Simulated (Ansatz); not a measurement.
In PBEsol in the plane-wave PAW code Ansatz, Hf$_{6}$O in the trigonal phase (P-31m; Hf on 6k, O on 1a) relaxes to a = 5.499 Å, c = 5.064 Å. O has 6 nearest neighbours from 2.25 Å (octahedral). Against the elements it lies at -812 meV/atom, with no fitted shifts.

Electronic character: metallic (no gap).

The bulk modulus is 136 GPa.

The start of the workflow was typed in or built on a structure type; neither database checked (COD, Materials Project) lists it. Whether it is the stable phase at ambient conditions was not checked. The PBEsol relaxation kept the symmetry of its start; whether a distortion lowers the energy is not shown. No spin polarisation was allowed. The references are the lowest solids computed at this level, not always the standard phases (solids in place of the gases). Spin–orbit coupling is left out wherever it is not named.

Potentials: the earlier of the program's two PAW sets. The files were generated under PBE; for other functionals the program regenerates the frozen cores, and for LDA and PBEsol the local potential too.
